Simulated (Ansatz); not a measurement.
ZnGeP2:
```
CELL_PARAMETERS angstrom
     -2.71198     2.71198     5.35491
      2.71198    -2.71198     5.35491
      2.71198     2.71198    -5.35491
ATOMIC_POSITIONS crystal
  Zn 0.75000 0.25000 0.50000
  Zn 0.00000 0.00000 0.00000
  Ge 0.25000 0.75000 0.50000
  Ge 0.50000 0.50000 0.00000
  P  0.12666 0.12500 0.50166
  P  0.62334 0.62500 0.49834
  P  0.37500 0.87334 0.99834
  P  0.87500 0.37666 0.00166
```

Relaxed with PBEsol.

Question: Map the electron localisation function on the plane through (0.750, 0.250, 0.500) spanned by u = [1, 1, 0] and v = [1, -1, 0] in lattice vectors, from PBEsol in the plane-wave PAW code Ansatz.

Answer: x is the fraction of u, y of v (the angle between them is 90°; rows are the nearest grid lines); atoms in the plane: Zn at (0.00, 0.00), Zn at (0.50, 0.50), Ge at (0.00, 0.50), Ge at (0.50, 0.00), P at (0.12, 0.25), P at (0.62, 0.75), P at (0.12, 0.75), P at (0.62, 0.25).
```
y \ x   0.000   0.100  0.175  0.275  0.375  0.450  0.550  0.625  0.725  0.825  0.900   1.00
------  -----  ------  -----  -----  -----  -----  -----  -----  -----  -----  -----  -----
1.00    0.000   0.195  0.070  0.019  0.316  0.138  0.138  0.316  0.019  0.070  0.195  0.000
0.921   0.080   0.488  0.367  0.024  0.212  0.334  0.438  0.640  0.147  0.045  0.193  0.080
0.842   0.334   0.912  0.674  0.092  0.051  0.279  0.854  0.725  0.604  0.027  0.092  0.334
0.763   0.561  -0.003  0.432  0.260  0.014  0.101  0.771  0.000  0.746  0.036  0.019  0.561
0.684   0.561   0.642  0.704  0.209  0.029  0.164  0.892  0.459  0.581  0.028  0.051  0.561
0.605   0.370   0.815  0.565  0.048  0.125  0.214  0.294  0.790  0.166  0.036  0.268  0.370
0.526   0.007   0.401  0.098  0.017  0.205  0.063  0.060  0.244  0.021  0.067  0.363  0.007
0.474   0.008   0.401  0.098  0.017  0.205  0.063  0.060  0.244  0.021  0.067  0.363  0.008
0.395   0.370   0.814  0.565  0.048  0.125  0.214  0.297  0.790  0.166  0.036  0.268  0.370
0.316   0.561   0.631  0.701  0.210  0.029  0.164  0.892  0.468  0.581  0.028  0.051  0.561
0.237   0.561   0.009  0.427  0.260  0.014  0.101  0.771  0.001  0.746  0.036  0.019  0.561
0.158   0.333   0.912  0.674  0.092  0.051  0.279  0.855  0.725  0.604  0.027  0.092  0.333
0.0789  0.080   0.491  0.367  0.024  0.212  0.334  0.439  0.640  0.147  0.045  0.193  0.080
0.000   0.000   0.195  0.070  0.019  0.316  0.138  0.138  0.316  0.019  0.070  0.195  0.000
```

The density is the valence pseudo-density with augmentation charge, so density and ELF within about 1 Å of a nucleus are not all-electron values.

Space group I-42d (chalcopyrite). The PBEsol relaxation kept the symmetry of its start.

Potentials: the later of the program's two PAW sets.
